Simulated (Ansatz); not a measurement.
Cold compression of Zr (hcp type)

```xyz
2
Lattice="3.2315 0.0000 0.0000 -1.6157 2.7985 0.0000 0.0000 0.0000 5.1718" Properties=species:S:1:pos:R:3 pbc="T T T"
Zr    0.0000    1.8657    1.2929
Zr    1.6157    0.9328    3.8788
```

The cell comes from a relaxation on PAW files under the same functional.

Its volume is scaled, and at each volume shape and atoms are relaxed on PAW files; all methods then take that cell.

All numbers are PBE results (scalar-relativistic) from Ansatz 0.2.0, with a Γ-centred 15×15×8 k mesh, Fermi–Dirac smearing of 0.05 eV, no spin polarisation. Methods: LAPW: all electrons, basis error target 1 meV/atom; PAW: frozen-core files, cutoff 420 eV; crystal datasets: all electrons, by PAW datasets that the program makes for each cell; norm-conserving: pseudopotentials, cutoff 898 eV; PAW (core large): files with a larger core, cutoff 420 eV.

Energies are extrapolated to zero smearing and count from the unscaled cell; pressure is positive in compression; gaps take the mesh and a band path. No temperature or zero-point motion is included.

| V/V0 | V (Å³/atom) | P LAPW (GPa) | ΔE LAPW (eV/atom) | P PAW − LAPW (GPa) | ΔE PAW − LAPW (meV/atom) | space group | shortest distance (Å) |
| --- | --- | --- | --- | --- | --- | --- | --- |
| 1.00 | 23.39 | 0.02 | 0.000 | -0.02 | 0.0 | P6_3/mmc | 3.189 |
| 0.92 | 21.51 | 8.88 | 0.049 | -0.03 | -0.3 | P6_3/mmc | 3.112 |
| 0.84 | 19.64 | 21.1 | 0.220 | -0.04 | -0.7 | P6_3/mmc | 3.018 |
| 0.76 | 17.77 | 38.6 | 0.562 | -0.04 | -1.1 | P6_3/mmc | 2.896 |
| 0.68 | 15.90 | 63.4 | 1.145 | -0.05 | -1.7 | P6_3/mmc | 2.751 |
| 0.60 | 14.03 | ? | ? | ? | ? | ? | ? |
| 0.52 | 12.16 | 170.5 | 3.666 | -0.04 | -2.9 | P6_3/mmc | 2.499 |
| 0.45 | 10.52 | 271.3 | 5.871 | 0.09 | -2.8 | P6_3/mmc | 2.387 |

(1) Fit the Vinet equation to the LAPW pressures shown (residuals weighted by 1/(|P| + 0.03·Pmax)), and predict the pressure of the withheld row.

(2) At the smallest volume, how far do crystal datasets and norm-conserving and PAW (core large) lie from LAPW in pressure?

(3) How do the Löwdin populations by LAPW change from the unscaled cell to the last row?

## Answers

(1) The fit gives V0 = 23.42 Å³/atom, B0 = 85.6 GPa and B0′ = 3.70. At 14.03 Å³/atom, x = (V/V0)^(1/3) = 0.8431, and P = 3·B0·(1 − x)/x²·exp[1.5·(B0′ − 1)·(1 − x)] = 107.2 GPa. The run itself gave 103.7 GPa (+3.4 % off) and ΔE = 2.101 eV/atom.

(2) crystal datasets: +0.01 GPa; norm-conserving: -0.08 GPa; PAW (core large): +0.09 GPa, on a LAPW pressure of 271.3 GPa.

(3) Zr 4s 1.95 → 1.81, Zr 5s 0.82 → 0.38, Zr 4p 5.98 → 5.74, Zr 4d 3.18 → 4.04 electrons an atom. These are projections on the shells that the free atoms fill; 0.13 e a cell lies outside them at the start and 0.08 e at the end.
